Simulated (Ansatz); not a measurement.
As (A7 type, space group R-3m)

```
As
1.0
    1.87288     1.08131     3.25124
   -1.87288     1.08131     3.25124
    0.00000    -2.16262     3.25124
As
2
Cartesian
  0.00000   0.00000   2.27026
  0.00000   0.00000   7.48347
```

The slice is a (1 -1 0 2) plane (indices of the conventional cell) through the point (0.233, 0.233, 0.233) (fractional), spanned by u = [1 0 -1] and v = [010] in vectors of this cell: u (3.75 Å) and v (3.90 Å, at 90° to u). It covers one period; positions are fractions (u, v).

Level of theory: PBEsol-D3(BJ) (plane waves to 420 eV, PAW, scalar-relativistic; Ansatz, a program for electronic structure). k mesh 15×15×15. Near the nuclei the fields are pseudised (PAW); where an atom keeps semicore shells as valence, they peak there. As was relaxed with its symmetry unable to fall. The PAW data are Ansatz's earlier set.

Sketch the electrostatic potential energy of an electron, from the cell's mean on this plane as a map.


```
|xxxxxxxxxx00446677888877664400xxxxxxxx|
|xxxxxxxxxx00445566666666554400xxxxxxxx|
|xxxxxxxxxx11333322000022333311xxxxxxxx|
|xxxxxxxx00221100xxxxxxxx00112200xxxxxx|
|xxxx00112200xxxxxxxxxxxxxxxx00221100xx|
|333344443300xxxxxxxxxxxxxxxx0033444433|
|6666665522xxxxxxxxxxxxxxxxxxxx22556666|
|8888775500xxxxxxxxxxxxxxxxxxxx00557788|
|9999886600xxxxxxxxxxxxxxxxxxxx00668899|
|9999886622xxxxxxxxxxxxxxxxxxxx22668899|
|999999774400xxxxxxxxxxxxxxxx0044779999|
|999988776622xxxxxxxxxxxxxxxx2266778899|
|7777777766551100xxxxxxxx00115566777777|
|44445566666655441100001144556666665544|
|xxxx00225566777766666666777766552200xx|
|xxxxxxxx115577888888888888775511xxxxxx|
|xxxxxxxxxx22668899999999886622xxxxxxxx|
|xxxxxxxxxx00558899999999885500xxxxxxxx|
|xxxxxxxxxx00447799999999774400xxxxxxxx|
|xxxxxxxxxxxx3377889999887733xxxxxxxxxx|
```
Scale: ten equal steps from -3.00 (start of '0') to 5.38 (end of '9'), in the order '0123456789'. Values: electrostatic potential energy of an electron, from the cell's mean, in eV. The map has 19 points along u (two characters each, u = 0 at the left) and 20 along v (v = 0 in the bottom row). Points within 1 Å of a nucleus are blanked (x), as the pseudised field means little there. Values under -3 eV are set to -3. The zero, the cell's mean, hangs on the PAW cores.
